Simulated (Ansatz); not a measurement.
AgCl (rock salt, Fm-3m), a = b = c = 5.612 Å, α = β = γ = 90.00°; the cell used has 2 atoms.

Relaxed with PBE.

**Question.** Which orbitals make up the states near the band edges in plane-wave PAW PBE (Ansatz code)?

**Answer.** Top 1 eV of the valence band: Ag 4d 54 %, Cl 3p 43 %. Bottom 1 eV of the conduction band: Ag 5s 71 %, Cl 3s 17 %, Cl 3p 11 %. Projections are on Löwdin-orthogonalised atomic valence shells; empty p or d shells of many metals are not among them.

**Question.** Tabulate the density of states.

**Answer.** States/eV per cell of 2 atoms, in 0.25 eV bins, energy from the valence-band maximum.

```tsv
E (eV)	total	Ag 4d	Cl 3p	Ag 5s
-7.87	0.00	0.00	0.00	0.00
-7.62	0.00	0.00	0.00	0.00
-7.37	0.00	0.00	0.00	0.00
-7.12	0.00	0.00	0.00	0.00
-6.87	0.00	0.00	0.00	0.00
-6.62	0.00	0.00	0.00	0.00
-6.37	0.00	0.00	0.00	0.00
-6.12	0.00	0.00	0.00	0.00
-5.87	0.00	0.00	0.00	0.00
-5.62	0.00	0.00	0.00	0.00
-5.37	0.00	0.00	0.00	0.00
-5.12	0.00	0.00	0.00	0.00
-4.87	0.36	0.05	0.23	0.07
-4.62	1.54	0.25	1.02	0.27
-4.37	3.19	0.59	2.16	0.42
-4.12	2.13	0.34	1.60	0.16
-3.87	5.88	2.29	3.50	0.05
-3.62	5.01	1.84	3.09	0.04
-3.37	2.96	1.07	1.84	0.02
-3.12	2.01	0.70	1.28	0.01
-2.87	0.73	0.30	0.43	0.00
-2.62	0.21	0.13	0.08	0.00
-2.37	1.91	1.77	0.12	0.00
-2.12	8.43	8.18	0.20	0.01
-1.87	9.86	9.16	0.59	0.07
-1.62	6.97	5.57	1.20	0.15
-1.37	2.71	1.85	0.76	0.06
-1.12	2.34	1.45	0.78	0.06
-0.87	2.23	1.29	0.85	0.05
-0.62	2.06	1.12	0.87	0.03
-0.37	1.98	1.04	0.91	0.01
-0.12	1.47	0.75	0.71	0.00
0.13	0.00	0.00	0.00	0.00
0.38	0.00	0.00	0.00	0.00
0.63	0.00	0.00	0.00	0.00
0.88	0.00	0.00	0.00	0.00
1.13	0.01	0.00	0.00	0.01
1.38	0.03	0.00	0.00	0.02
1.63	0.05	0.00	0.01	0.03
1.88	0.07	0.00	0.01	0.05
2.13	0.08	0.00	0.01	0.06
2.38	0.11	0.00	0.02	0.07
2.63	0.24	0.00	0.03	0.18
2.88	0.37	0.00	0.05	0.28
3.13	0.51	0.00	0.07	0.38
3.38	0.73	0.01	0.12	0.53
3.63	0.87	0.01	0.14	0.62
3.88	0.92	0.01	0.15	0.65
4.13	1.09	0.01	0.18	0.74
4.38	1.12	0.01	0.17	0.68
4.63	0.96	0.01	0.14	0.53
4.88	0.83	0.00	0.12	0.43
5.13	0.02	0.00	0.00	0.01
5.38	0.00	0.00	0.00	0.00
5.63	0.43	0.00	0.04	0.12
```

The cell was relaxed with PBE under the symmetry of its start; phonons on a q-mesh show no instability. No spin polarisation was allowed. Scalar-relativistic: spin–orbit coupling is off unless named, which matters more the heavier the elements.

Potentials: the later of the program's two PAW sets.
